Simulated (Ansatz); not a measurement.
CrO₂ (rutile)

```xyz
6
Lattice="4.3924 0.0000 0.0000 0.0000 4.3924 0.0000 0.0000 0.0000 2.8875" Properties=species:S:1:pos:R:3 pbc="T T T"
Cr     0.0000     0.0000     0.0000
Cr     2.1962     2.1962     1.4438
O      1.3322     1.3322     0.0000
O      3.5284     0.8640     1.4438
O      0.8640     3.5284     1.4438
O      3.0602     3.0602     0.0000
```

Equation-of-state scan: isotropic scaling of the cell above, V₀ being its volume. The atoms relax within the cell's symmetry.

These are PBEsol (plane waves to 420 eV, PAW, scalar-relativistic; Ansatz, a quantum-chemistry and plane-wave program) values and carry that method's errors. k mesh 11×11×16 (Γ-centred), Fermi-Dirac smearing 0.05 eV. The energy includes the smearing's −TS. CrO2 is run spin-polarised and with no Hubbard U. CrO2 was relaxed with its symmetry unable to fall. Relaxed CrO2 ends ferromagnetic. Other magnetic orders were not checked, so this need not be the ground state. ΔE is measured from the relaxed starting cell.

**Question.** Predict the ΔE (meV/atom) and moment (μB/cell) at V/V₀ = 0.900, 0.967, 0.983, 1.067, 1.083, 1.100.

**Answer.** 
```json
[
 {"V/V₀": "0.900", "ΔE (meV/atom)": "92", "moment (μB/cell)": "4.00"},
 {"V/V₀": "0.967", "ΔE (meV/atom)": "9", "moment (μB/cell)": "4.00"},
 {"V/V₀": "0.983", "ΔE (meV/atom)": "2", "moment (μB/cell)": "4.00"},
 {"V/V₀": "1.067", "ΔE (meV/atom)": "30", "moment (μB/cell)": "4.00"},
 {"V/V₀": "1.083", "ΔE (meV/atom)": "45", "moment (μB/cell)": "4.00"},
 {"V/V₀": "1.100", "ΔE (meV/atom)": "63", "moment (μB/cell)": "4.00"}
]
```

(A scan under strain: stresses follow from slopes of the energy per volume, elastic moduli from its curvatures.)
